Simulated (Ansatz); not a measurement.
## Si4NiPt3: stable or not

The cell was found from a structure generator's guess, not taken from experiment.

All numbers below come from DFT PBE, scalar-relativistic, plane waves, PAW (Ansatz 0.2.0). Plane waves to 420 eV, an 8×8×8 mesh through Γ for the 8-atom cell and 0.10 eV Gaussian smearing; no spin polarisation.

```cif
data_structure
_symmetry_space_group_name_H-M 'P4mm'
_symmetry_Int_Tables_number 99
_cell_length_a 4.7847
_cell_length_b 4.7847
_cell_length_c 4.9429
_cell_angle_alpha 90.000
_cell_angle_beta 90.000
_cell_angle_gamma 90.000
_cell_volume 113.16
loop_
_atom_site_label
_atom_site_type_symbol
_atom_site_symmetry_multiplicity
_atom_site_Wyckoff_symbol
_atom_site_fract_x
_atom_site_fract_y
_atom_site_fract_z
_atom_site_occupancy
Si1 Si 1 a 0.00000 0.00000 0.14652 1
Si2 Si 1 b 0.50000 0.50000 0.17038 1
Si3 Si 2 c 0.50000 0.00000 0.83486 1
Ni1 Ni 1 a 0.00000 0.00000 0.67339 1
Pt1 Pt 1 b 0.50000 0.50000 0.68051 1
Pt2 Pt 2 c 0.50000 0.00000 0.32974 1
```

Energies over the elements count from the elements' standard structures at the same level, with no fitted energy shifts.

Question: These tests were run: energy against the elements; random kick, then relaxation without symmetry; phonons on a 2×2×2 q mesh; elastic tensor. What do they show?

Answer:

```csv
test,result
energy against the elements,−0.53 eV/atom
"random kick, then relaxation without symmetry",returns
phonons on a 2×2×2 q mesh,no imaginary mode on the mesh
elastic tensor,least eigenvalue 25 GPa
```

It fails none of these tests. Other phases of the system weren't compared here, so this isn't yet thermodynamic stability.

These runs have no spin–orbit coupling, which can matter for Pt. Trial moments died out on the coarse mesh, so the last step has no spin; another magnetic start might hold. The kick test ran on a coarse mesh. The run for the phonons used an 8×8×8 k mesh and Fermi–Dirac smearing of 0.15 eV. The run for the elastic tensor used an 8×8×8 k mesh and Fermi–Dirac smearing of 0.15 eV.
